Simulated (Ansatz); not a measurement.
According to PBE in the plane-wave PAW code Ansatz, MgCdS2 in the trigonal phase (P3m1; Cd on 1b, S on 1b, Mg on 1c, S on 1c) relaxes to a = 4.123 Å, c = 6.672 Å. Cd has 4 nearest neighbours from 2.55 Å (tetrahedral); S on 1b has 4 nearest neighbours from 2.49 Å (tetrahedral); Mg has 4 nearest neighbours from 2.47 Å (tetrahedral); S on 1c has 4 nearest neighbours from 2.47 Å (tetrahedral). Its formation energy from the elements is -1.04 eV/atom, with no fitted shifts.

The Kohn–Sham gap is 1.92 eV (direct). The valence maximum lies at Γ and the conduction minimum at Γ. Gap from PBE with spin–orbit coupling: 1.90 eV. Electrons at the band edge weigh 0.19, 0.19, 0.20 mₑ (principal values).

The bulk modulus is 54.0 GPa.

The start of the workflow was typed in or built on a structure type; neither database checked (COD, Materials Project) lists it. Its standing as an ambient phase is unchecked. Symmetry was held in the PBE relaxation; its stability against distortions is not shown here. The volume moved by 27 % from the start of the relaxation. The references are the lowest solids computed at this level, not always the standard phases. Scalar-relativistic: spin–orbit coupling is off unless named, which matters more the heavier the elements.

Potentials: the earlier of the program's two PAW sets.
